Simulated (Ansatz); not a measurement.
Te:
```
CELL_PARAMETERS angstrom
      3.18190     0.00000     0.00000
      0.00000     4.52295     0.00000
      0.00000     0.00000     9.10047
ATOMIC_POSITIONS crystal
  Te 0.50000 0.52990 0.76114
  Te 0.50000 0.47010 0.26114
  Te 0.50000 0.97079 0.00886
  Te 0.50000 0.02921 0.50886
```

Relaxed with r²SCAN.

Map the electron localisation function on the plane through (0.500, 0.530, 0.761) spanned by u = [0, 1, 0] and v = [0, 0, 1] in lattice vectors, from r²SCAN in the plane-wave PAW code Ansatz.

x is the fraction of u, y of v (the angle between them is 90°; rows are the nearest grid lines); atoms in the plane: Te at (0.00, 0.00), Te at (0.94, 0.50), Te at (0.44, 0.25), Te at (0.50, 0.75).
```
|901368886321113699874109|
|124689985322223578876421|
|567899975445555568887765|
|899998778888999987778888|
|555557888766667899865455|
|112479886310113689974211|
|112489885211112578974211|
|222479987521125678864332|
|887556899887778898888888|
|889986567888888889887778|
|678998644556666788776556|
|126899842112246887631101|
|126789742111247998631111|
|678887555555446899876556|
|888876678888766789998878|
|876679998888888876788888|
|235799874222467887533222|
|236898741030136899632112|
|235888742111147899632112|
|556788876555689997544555|
|888888898888999766799998|
|556788876666544479998765|
|124678875433223589986421|
|901368886321113699874109|
```
Scale: ten equal steps from -0.070 (start of '0') to 0.646 (end of '9'), in the order '0123456789'; x runs from 0.000 to 1.00, y from 0.000 (bottom) to 1.00 (top).

The density is the valence pseudo-density with augmentation charge, so density and ELF within about 1 Å of a nucleus are not all-electron values.

Space group Pbam. The first step of the workflow began from a Materials Project structure, measured or hypothetical; the Crystallography Open Database copy checked does not list it. It is not the phase usual at ambient conditions (space group No. 152). Symmetry was held in the r²SCAN relaxation; of distortions, only those at the zone centre were tested. Scalar-relativistic: spin–orbit coupling is off unless named, which matters more the heavier the elements.

Potentials: the later of the program's two PAW sets.
